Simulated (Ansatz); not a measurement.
# H₇N₂F: do the settings matter for the field gradients?

Cell: a Materials Project structure (computed, not necessarily an observed phase), taken as it stands.

```
CELL_PARAMETERS angstrom
8.04838 0.00000 0.00000
0.00000 5.62965 0.00000
0.00000 0.00000 7.36770
ATOMIC_POSITIONS crystal
H 0.72531 0.78850 0.02829
H 0.27469 0.21150 0.52829
H 0.77469 0.78850 0.52829
H 0.22531 0.21150 0.02829
H 0.74558 0.04598 0.14943
H 0.25442 0.95402 0.64943
H 0.75442 0.04598 0.64943
H 0.24558 0.95402 0.14943
H 0.63095 0.04440 0.95671
H 0.36905 0.95560 0.45671
H 0.86905 0.04440 0.45671
H 0.13095 0.95560 0.95671
H 0.55901 0.90101 0.14622
H 0.44099 0.09899 0.64622
H 0.94099 0.90101 0.64622
H 0.05901 0.09899 0.14622
H 0.62979 0.43277 0.56180
H 0.37021 0.56723 0.06180
H 0.87021 0.43277 0.06180
H 0.12979 0.56723 0.56180
H 0.73588 0.43151 0.37164
H 0.26412 0.56849 0.87164
H 0.76412 0.43151 0.87164
H 0.23588 0.56849 0.37164
H 0.56357 0.59186 0.38692
H 0.43643 0.40814 0.88692
H 0.93643 0.59186 0.88692
H 0.06357 0.40814 0.38692
N 0.66367 0.94661 0.07107
N 0.33633 0.05339 0.57107
N 0.83633 0.94661 0.57107
N 0.16367 0.05339 0.07107
N 0.66661 0.53648 0.45554
N 0.33339 0.46352 0.95554
N 0.83339 0.53648 0.95554
N 0.16661 0.46352 0.45554
F 0.60589 0.19695 0.76259
F 0.39411 0.80305 0.26259
F 0.89411 0.19695 0.26259
F 0.10589 0.80305 0.76259
```

Sites (sets of like atoms) are named by element and the number of their first atom in this list.

Reference run. All values are calculated (Ansatz; DFT, PBE, plane waves and PAW, scalar-relativistic, 420 eV cutoff, Γ-centred 3×4×3 k-points, Fermi–Dirac smearing 0.02 eV), not measured.

Question: The input is changed as follows: `basis.ecutrho_ratio`: not typed → 1; `scf.max_iter`: not typed → 75. What happens to V_zz (10²¹ V/m²) and η?

Answer: 

| site | atom | V_zz reference | η reference | V_zz changed | η changed |
| --- | --- | --- | --- | --- | --- |
| H1 | 1 | 1.82 | 0.01 | 1.98 | 0.04 |
| H5 | 5 | 2.56 | 0.02 | 2.61 | 0.03 |
| H9 | 9 | 2.54 | 0.01 | 2.58 | 0.03 |
| H13 | 13 | 2.53 | 0.02 | 2.56 | 0.03 |
| H17 | 17 | 3.40 | 0.11 | 3.37 | 0.10 |
| H21 | 21 | 3.39 | 0.11 | 3.33 | 0.09 |
| H25 | 25 | 3.43 | 0.11 | 3.41 | 0.10 |
| N29 | 29 | -0.81 | 0.08 | -0.78 | 0.11 |
| N33 | 33 | -6.73 | 0.00 | -5.82 | 0.02 |
| F | 37 | -0.64 | 0.93 | 0.53 | 0.82 |

The largest change of V_zz along a kept axis is on N33, from -6.73 to -5.82. In per cent, |V_zz| changes by -2 to +9 on H, -14 to -4 on N (all sites that start above 0.5, bar those whose gradient vanishes or changes sign or whose main axis turns by over 40°). On F the largest principal value lies along another axis in the second run, so the two V_zz can't be compared directly. SCF iterations: 7 and 9. New warnings: cutoff below recommended. The changed input holds a density cutoff far too low, so its numbers aren't properties of the crystal.

On the reference run: The largest force is 0.3 eV/Å, so the atoms aren't at the calculated equilibrium and relaxing them would move these values. The lattice is static: at room temperature ammonium and NH₃ may turn and average the couplings of their hydrogen.
